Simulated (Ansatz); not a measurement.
Simulated (Ansatz). Plane-wave DFT: an element X is put into a periodic supercell of the crystal below and the atoms relax. X is one of the candidates, and is told by the neutral defect's formation energy over the elements (uncorrected), its moments where the run had spin, and its relaxed neighbours, eight at most.

```
cell
1.0
     4.4857   -3.7195    0.0000
     4.4857    3.7195    0.0000
     0.0000    0.0000    5.5247
Al Gd
4 4
Direct
  0.5000 0.5000 0.0000
  0.5000 0.5000 0.5000
  0.1875 0.8125 0.7500
  0.8125 0.1875 0.2500
  0.6600 0.9738 0.7500
  0.9738 0.6600 0.2500
  0.3400 0.0262 0.2500
  0.0262 0.3400 0.7500
```

host atoms in supercell: 16
functional: PBEsol
wave cutoff: 420 eV
k mesh: 4, 4, 4
k shift: 0, 0, 0 mesh steps
gaussian smearing: 0.05 eV
start displacement: 0.03 angstrom
electrons started on: no chosen atoms
candidate elements: H, O, Na, Cu, Sr, In
found formation energy: 1.361 eV
found moment change of cell: -6.75 muB
found absolute moment of cell: 51.56 muB
found largest move from host sites: 1.079 angstrom
found added atom moment: 0.02 muB

| supercell vector | supercell times a (host cell vectors) | supercell times b (host cell vectors) | supercell times c (host cell vectors) |
| --- | --- | --- | --- |
| A | 1 | -1 | 0 |
| B | 0 | -1 | -1 |
| C | 1 | 0 | -1 |

```tsv
change element	change kind	change place a (host cell vectors)	change place b (host cell vectors)	change place c (host cell vectors)
X	on Gd	0.66	-1.0262	-1.25
```

```tsv
found neighbour element	found neighbour distance (angstrom)
Al	2.636
Al	2.637
Al	2.833
Al	2.833
Gd	2.969
Gd	3.216
Gd	3.217
Gd	3.294
```

Q: Which element is X?

A: Cu.

Caveats: Gd without a U keeps its half-filled shell, but its 4f levels lie too near the Fermi level; open f or d shells may hold a state above the lowest; one random start near the defect, so other minima are possible; the supercell is small.
